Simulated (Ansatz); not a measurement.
SiC:
```yaml
crystal:
  lattice:
    - [3.07938, 0.00000, 0.00000]
    - [-1.53969, 2.66682, 0.00000]
    - [0.00000, 0.00000, 20.13703]
  atoms:
    - { symbol: Si, position: [0.33333, 0.66667, 0.25011] }
    - { symbol: Si, position: [0.66667, 0.33333, 0.75011] }
    - { symbol: C, position: [0.33333, 0.66667, 0.96891] }
    - { symbol: C, position: [0.66667, 0.33333, 0.46891] }
    - { symbol: C, position: [0.00000, 0.00000, 0.09386] }
    - { symbol: C, position: [0.00000, 0.00000, 0.59386] }
    - { symbol: C, position: [0.33333, 0.66667, 0.34412] }
    - { symbol: C, position: [0.66667, 0.33333, 0.84412] }
    - { symbol: C, position: [0.33333, 0.66667, 0.71874] }
    - { symbol: C, position: [0.66667, 0.33333, 0.21874] }
    - { symbol: Si, position: [0.33333, 0.66667, 0.62499] }
    - { symbol: Si, position: [0.66667, 0.33333, 0.12499] }
    - { symbol: Si, position: [0.00000, 0.00000, 0.00009] }
    - { symbol: Si, position: [0.00000, 0.00000, 0.50009] }
    - { symbol: Si, position: [0.33333, 0.66667, 0.87518] }
    - { symbol: Si, position: [0.66667, 0.33333, 0.37518] }
```

Relaxed with PBEsol. Special points in fractions of this cell's reciprocal vectors: Γ (0.000, 0.000, 0.000); M (0.500, 0.000, 0.000); K (0.333, 0.333, 0.000); A (0.000, 0.000, 0.500); L (0.500, 0.000, 0.500); H (0.333, 0.333, 0.500).

List the band energies nearest the valence-band maximum at these points for the program Ansatz at the PBEsol level (PAW).

In eV from the valence-band maximum; about four levels below and three above (degenerate sets whole), none deeper than 8.9 eV; points with the same levels are listed once.

| k | below | above |
|---|---|---|
| Γ | -0.18 -0.18 -0.03 0.00 0.00 | 5.15 5.21 5.55 |
| M | -1.55 -1.51 -1.42 -1.09 | 1.66 1.85 2.74 |
| K | -2.51 -2.51 -2.44 -2.17 -2.17 | 3.15 3.89 4.01 4.01 |
| A | -0.05 -0.05 -0.05 -0.05 | 5.18 5.18 5.65 5.65 |
| L | -1.64 -1.64 -1.21 -1.21 | 1.79 1.79 2.80 2.80 |
| H | -2.64 -2.64 -2.02 -2.02 | 3.46 3.46 3.84 3.84 |

Space group P6_3mc. The workflow started from an entry of the Crystallography Open Database (COD). Its sites differ from those of the usual phase in this space group: another stacking or structure type. The PBEsol relaxation kept the symmetry of its start; whether a distortion lowers the energy is not shown.

Potentials: the later of the program's two PAW sets.
